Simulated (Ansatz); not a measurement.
SiC (wurtzite), relaxed and computed with several functionals in Ansatz (plane waves, PAW).

```
functional  a (Å)  c (Å)  V (Å³/atom)  gap (eV)  B₀ by P(V) fit (GPa)
----------  -----  -----  -----------  --------  --------------------
r²SCAN      3.075  5.048        10.34      2.65                   228
HSE06         [?]    [?]          [?]       [?]                   [?]
PBE         3.092  5.074        10.50      2.31                   213
```

Some entries are withheld; supply them.


- HSE06, a (Å): 3.071
- HSE06, c (Å): 5.036
- HSE06, V (Å³/atom): 10.28
- HSE06, gap (eV): 3.17
- HSE06, B₀ by P(V) fit (GPa): 233

All cells were relaxed under the symmetry of their starts (and spin orders); stability against distortions was not tested throughout.

Potentials: the later of the program's two PAW sets.

Ansatz (a quantum-chemistry and plane-wave program) is a plane-wave DFT program.
